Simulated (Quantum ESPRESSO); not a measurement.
# Ru3Mo2Cu2Ti: input and log of a self-consistent run

Computed values, not a measurement. The program is pw.x of Quantum ESPRESSO 7.5 (plane-wave density functional theory). The cell is made up: eight metal atoms on a hexagonal close-packed lattice, with elements, volume, strain and displacements drawn at random and not relaxed, so it may be unstable or far from any real phase. PseudoDojo standard norm-conserving files set the functional (PBE unless stated); there is no spin polarisation or spin-orbit coupling, the Fermi-Dirac width of 0.25 eV means electrons at about 2900 K, and the masses in the input are unused placeholders. The copper pseudopotential is less sure than most, with forces differing by about three percent and pressure by about two GPa from a second method on plain copper. A spin test at this wide smearing found no moment, but such smearing suppresses magnetism that the real alloy may have.

Input:

```
&control calculation='scf', pseudo_dir='./dojo.nc.sr.pbe.v0_5.standard.upf', outdir='./o', disk_io='minimal', tprnfor=.true., tstress=.true. /
&system ibrav=0, nat=8, ntyp=4, nbnd=79, ecutwfc=92.02030273, nosym=.true., tot_charge=0,
 occupations='smearing', smearing='fd', degauss=0.0183746611
/
&electrons conv_thr=1.470e-08, electron_maxstep=70, mixing_beta=0.5 /
ATOMIC_SPECIES
Cu 1.0 Cu.upf
Mo 1.0 Mo.upf
Ru 1.0 Ru.upf
Ti 1.0 Ti.upf
CELL_PARAMETERS angstrom
2.675 0.0 0.0
0.0 4.6332 0.0
0.0 0.0 8.6796
ATOMIC_POSITIONS angstrom
Ru 0.0086 -0.0821 0.0564
Mo -0.0163 -0.0002 4.3839
Cu 0.0295 1.6449 2.1485
Ru -0.0069 1.5253 6.4259
Ru 1.3136 2.3342 0.0677
Ti 1.2162 2.3862 4.445
Mo 1.4164 3.8201 2.1617
Cu 1.2905 3.8038 6.4801
K_POINTS automatic
9 5 3 1 1 1
```

The log is shortened where brackets say so; the opening notice, blank lines, dates and the lines on written files are dropped, and the path of the files is cut. It prints rydbergs, bohrs and kilobars, and counts compression as positive stress. Its total energy is the free energy E - TS of the whole cell.

```
     Program PWSCF v.7.5
     Parallel version (MPI & OpenMP), running on       4 processor cores
     Number of MPI processes:                 4
     Threads/MPI process:                     1
     [start-up lines left out]
     bravais-lattice index     =            0
     lattice parameter (alat)  =       5.0550  a.u.
     unit-cell volume          =     725.9407 (a.u.)^3
     number of atoms/cell      =            8
     number of atomic types    =            4
     number of electrons       =       126.00
     number of Kohn-Sham states=           79
     kinetic-energy cutoff     =      92.0203  Ry
     charge density cutoff     =     368.0812  Ry
     scf convergence threshold =      1.5E-08
     mixing beta               =       0.5000
     number of iterations used =            8  plain     mixing
     Exchange-correlation= PBE
                           (   1   4   3   4   0   0   0)
     [axes and pseudopotential details left out]
   Cartesian axes
     site n.     atom                  positions (alat units)
         1        Ru     tau(   1) = (   0.0032150  -0.0306916   0.0210841  )
         2        Mo     tau(   2) = (  -0.0060935  -0.0000748   1.6388411  )
         3        Cu     tau(   3) = (   0.0110280   0.6149159   0.8031776  )
         4        Ru     tau(   4) = (  -0.0025794   0.5702056   2.4022056  )
         5        Ru     tau(   5) = (   0.4910654   0.8725981   0.0253084  )
         6        Ti     tau(   6) = (   0.4546542   0.8920374   1.6616822  )
         7        Mo     tau(   7) = (   0.5294953   1.4280748   0.8081121  )
         8        Cu     tau(   8) = (   0.4824299   1.4219813   2.4224673  )
     number of k points=    68  Fermi-Dirac smearing, width (Ry)=  0.0184
                       cart. coord. in units 2pi/alat
        k(    1) = (   0.0555556   0.0577355   0.0513657), wk =   0.0296296
        k(    2) = (   0.0555556   0.0577355  -0.1540970), wk =   0.0296296
     [further k points left out]
     Dense  grid:    86603 G-vectors     FFT dimensions: (  32,  54, 108)
     Estimated max dynamical RAM per process >     374.98 MB
     Estimated total dynamical RAM >       1.40 GB
     Initial potential from superposition of free atoms
     starting charge     125.9926, renormalised to     126.0000
     Starting wfcs are   80 randomized atomic wfcs
     total cpu time spent up to now is        7.4 secs
     per-process dynamical memory:   304.2 Mb
     Self-consistent Calculation
     iteration #  1     ecut=    92.02 Ry     beta= 0.50
     Davidson diagonalization with overlap
     ethr =  1.00E-02,  avg # of iterations =  5.6
     total cpu time spent up to now is       28.8 secs
     total energy              =   -1752.81679393 Ry
     estimated scf accuracy    <      17.93307129 Ry
     iteration #  2     ecut=    92.02 Ry     beta= 0.50
     Davidson diagonalization with overlap
     ethr =  1.00E-02,  avg # of iterations =  4.4
     total cpu time spent up to now is       52.7 secs
     total energy              =   -1756.09509609 Ry
     estimated scf accuracy    <     151.65324340 Ry
     iteration #  3     ecut=    92.02 Ry     beta= 0.50
     Davidson diagonalization with overlap
     ethr =  1.00E-02,  avg # of iterations =  5.2
     total cpu time spent up to now is       76.3 secs
     total energy              =   -1760.81609957 Ry
     estimated scf accuracy    <      72.88551153 Ry
     iteration #  4     ecut=    92.02 Ry     beta= 0.50
     Davidson diagonalization with overlap
     ethr =  1.00E-02,  avg # of iterations =  2.0
     total cpu time spent up to now is       92.9 secs
     total energy              =   -1764.85847251 Ry
     estimated scf accuracy    <      20.33445467 Ry
     iteration #  5     ecut=    92.02 Ry     beta= 0.50
     Davidson diagonalization with overlap
     ethr =  1.00E-02,  avg # of iterations =  1.2
     total cpu time spent up to now is      108.7 secs
     total energy              =   -1764.66153370 Ry
     estimated scf accuracy    <       8.77249440 Ry
     [iterations 6 to 19 left out]
     iteration # 20     ecut=    92.02 Ry     beta= 0.50
     Davidson diagonalization with overlap
     ethr =  1.77E-09,  avg # of iterations =  2.2
     total cpu time spent up to now is      368.2 secs
     total energy              =   -1764.64198203 Ry
     estimated scf accuracy    <       0.00000021 Ry
     iteration # 21     ecut=    92.02 Ry     beta= 0.50
     Davidson diagonalization with overlap
     ethr =  1.69E-10,  avg # of iterations =  2.4
     total cpu time spent up to now is      386.0 secs
     total energy              =   -1764.64198205 Ry
     estimated scf accuracy    <       0.00000009 Ry
     iteration # 22     ecut=    92.02 Ry     beta= 0.50
     Davidson diagonalization with overlap
     ethr =  6.91E-11,  avg # of iterations =  1.6
     total cpu time spent up to now is      401.8 secs
     total energy              =   -1764.64198206 Ry
     estimated scf accuracy    <       0.00000003 Ry
     iteration # 23     ecut=    92.02 Ry     beta= 0.50
     Davidson diagonalization with overlap
     ethr =  2.17E-11,  avg # of iterations =  2.0
     total cpu time spent up to now is      419.7 secs
     total energy              =   -1764.64198206 Ry
     estimated scf accuracy    <       0.00000004 Ry
     iteration # 24     ecut=    92.02 Ry     beta= 0.50
     Davidson diagonalization with overlap
     ethr =  2.17E-11,  avg # of iterations =  1.0
     total cpu time spent up to now is      436.4 secs
     End of self-consistent calculation
     [lines on levels left out]
!    total energy              =   -1764.64198206 Ry
     estimated scf accuracy    <          2.1E-09 Ry
     smearing contrib. (-TS)   =      -0.11804951 Ry
     internal energy E=F+TS    =   -1764.52393255 Ry
     The total energy is F=E-TS. E is the sum of the following terms:
     one-electron contribution =    -632.16616778 Ry
     hartree contribution      =     401.45311157 Ry
     xc contribution           =    -254.88347488 Ry
     ewald contribution        =   -1278.92740147 Ry
     convergence has been achieved in  24 iterations
     Forces acting on atoms (cartesian axes, Ry/au):
     atom    1 type  3   force =     0.00019614    0.04138278   -0.01679006
     atom    2 type  2   force =    -0.01323968    0.03909360    0.00869562
     atom    3 type  1   force =    -0.00228777   -0.05558531    0.01306767
     atom    4 type  3   force =    -0.00589217   -0.00373565    0.06127339
     atom    5 type  3   force =     0.00636711   -0.03636036   -0.04238986
     atom    6 type  4   force =     0.00953644   -0.04978588   -0.04194647
     atom    7 type  2   force =    -0.00197112    0.04689143   -0.03502659
     atom    8 type  1   force =     0.00729105    0.01809939    0.05311630
     Total force =     0.157996     Total SCF correction =     0.000260
     Computing stress (Cartesian axis) and pressure
          total   stress  (Ry/bohr**3)                   (kbar)     P=      179.50
   0.00125173   0.00005161  -0.00004021          184.14        7.59       -5.92
   0.00005161   0.00129098   0.00002556            7.59      189.91        3.76
  -0.00004021   0.00002556   0.00111787           -5.92        3.76      164.44
     init_run     :      6.82s CPU      7.13s WALL (       1 calls)
     electrons    :    419.92s CPU    428.92s WALL (       1 calls)
     forces       :      2.06s CPU      2.07s WALL (       1 calls)
     stress       :      6.82s CPU      6.82s WALL (       1 calls)
     [timing details left out]
     PWSCF        :   7m15.94s CPU   7m25.28s WALL
     JOB DONE.
```

In other units: free energy -24009.177 eV for the cell, pressure 17.95 GPa, largest force component 1.575 eV/Å in size. The run took 447 s of wall time with four MPI processes on a shared machine (Intel Xeon, 2023 or later, virtual cores), so the time is rough. A rerun of this cell at a higher cutoff and on a denser mesh moved values by no more than 0.015 eV in energy, 0.15 GPa in stress and 0.013 eV/Å in force, and a second program with other atomic files agreed on that cell to 2 % rms in force and 0.5 GPa in pressure.